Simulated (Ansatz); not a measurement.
Start of a relaxation of Zr2OsO6:

```cif
data_structure
_symmetry_space_group_name_H-M 'P 1'
_symmetry_Int_Tables_number 1
_cell_length_a 5.4201
_cell_length_b 5.4201
_cell_length_c 5.4201
_cell_angle_alpha 60.000
_cell_angle_beta 60.000
_cell_angle_gamma 60.000
_cell_volume 112.59
loop_
_atom_site_label
_atom_site_type_symbol
_atom_site_fract_x
_atom_site_fract_y
_atom_site_fract_z
_atom_site_occupancy
Zr1 Zr 0.25000 0.25000 0.25000 1
Zr2 Zr 0.75000 0.75000 0.75000 1
Os1 Os 0.00000 0.00000 0.00000 1
O1 O 0.75000 0.25000 0.25000 1
O2 O 0.25000 0.75000 0.75000 1
O3 O 0.25000 0.75000 0.25000 1
O4 O 0.75000 0.25000 0.75000 1
O5 O 0.25000 0.25000 0.75000 1
O6 O 0.75000 0.75000 0.25000 1
```

Method: DFT PBE, scalar-relativistic, plane waves, PAW (Ansatz 0.2.0). Cutoff 420 eV, Gaussian smearing, Γ-centred meshes. Cell and atoms relax first on a coarse mesh and then on a finer one. In between, the cell is made exact in the group found at 0.06 Å. In metals the finer mesh still leaves noise of several meV/atom or more. The steps can't lower the symmetry of their start. Collinear spin, starting moments Os 1.0 μB; they died out on the coarse mesh, so the last step has no spin.

A guess keeps its type if space group and coordination stay and the shape of the cell changes little (axis ratios within about 15 %, angles within 6°); the volume may change.

Q: Does it keep its structure type, or change into something else?

A: It keeps its type. The symmetry stays Fm-3m (No. 225). The volume per atom shrinks by 13.4 %, from 12.5 to 10.8 Å³. The shortest distance goes from 1.92 Å (Os–O) to 1.90 Å (Os–O). Counting neighbours within 15 % of an atom's shortest distance, the start has O 1, Os 6, Zr 12 and the end O 1, Os 6, Zr 12.

The last run used a 10×10×10 mesh for its 9-atom cell and Gaussian smearing of 0.10 eV. These runs have no spin–orbit coupling, which can matter for Os. Symmetry constrained the relaxation, so the result can be a saddle point.
